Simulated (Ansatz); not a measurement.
### Question
Each is relaxed and computed with the program Ansatz at the PBE level (PAW). Which is the only metal?
A. BN, P6_222 (B on 3d, N on 3c)
B. BAs, zinc blende
C. SiB, wurtzite
D. SnC, wurtzite

### Answer
C, SiB, wurtzite. SiB: metal; BN: gap 3.69 eV (indirect); BAs: gap 1.20 eV (indirect); SnC: gap 0.80 eV (direct). Constructed cells (a structure type filled with these elements, in neither database checked): BN, P6_222 (B on 3d, N on 3c). Typed or built starts, not in the databases checked: SnC, wurtzite. Not the usual ambient phase: BN, P6_222 (B on 3d, N on 3c). Standing as an ambient phase not checked: SiB, wurtzite. All cells were relaxed under the symmetry of their starts (and spin orders); stability against distortions was not tested throughout. Spin–orbit coupling is left out wherever it is not named.

Potentials: the later of the program's two PAW sets.
